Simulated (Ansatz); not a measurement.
**Relaxing a structure of V**

The start is a randomly generated symmetric cell of V (space group No. 139). Cell shape, volume and atoms are optimised at zero target pressure with r2SCAN (plane waves to 500 eV, PAW, scalar-relativistic; Ansatz, an electronic-structure program). The first steps use a coarse 13×13×13 k-mesh.

Initial structure:
```
V
1.0
   -1.68481     1.68481     4.33292
    1.68481    -1.68481     4.33292
    1.68481     1.68481    -4.33292
V
3
Cartesian
  0.00000   0.00000   1.31381
  0.00000   0.00000   7.35203
  0.00000   0.00000   4.33292
```
Spin-polarised start, with parallel moments on V.

Problem. How large is the pressure on the unrelaxed cell, and of which sign?

Solution. -15.5 GPa (negative: the cell is under tension).

Problem. Which atoms feel the largest initial force, and how large is it?

Solution. 0.75 eV/Å, on V1, V2 (atoms numbered as listed).

Problem. What symmetry does the relaxed structure have?

Solution. The space group goes from I4/mmm (No. 139) to Im-3m (No. 229); the end is bcc (W type), with 1 atom in the primitive cell.

Problem. How much energy is released per atom?

Solution. 0.30 eV/atom.

Problem. How does the volume change?

Solution. -19.1 %, from 16.40 to 13.27 Å³/atom.

Problem. How do the shortest distances between atoms change?

Solution. The closest pairs of elements (up to four, under 3.6 Å), start → end: V–V 2.63 → 2.58 Å.

Problem. What band gap does the relaxed structure have at this level?

Solution. No gap (metallic).

Problem. What magnetic moments remain?

Solution. Zero (the starting moments vanished).

Problem. Write out the relaxed structure.

Solution. 
Space group Im-3m (No. 229); a = 2.983 Å, b = 2.983 Å, c = 2.983 Å, α = 90.00°, β = 90.00°, γ = 90.00°

```
atom  site  symmetry       x       y       z
----  ----  --------  ------  ------  ------
V       2a      m-3m  0.0000  0.0000  0.0000
```
(The calculation used a cell of 1 atom; values per cell refer to that cell.)

Final values are on a 22×22×22 k-mesh of the relaxed cell. No spin polarisation in the result: the starting moments vanished.

The run could not lose the symmetry of its start.
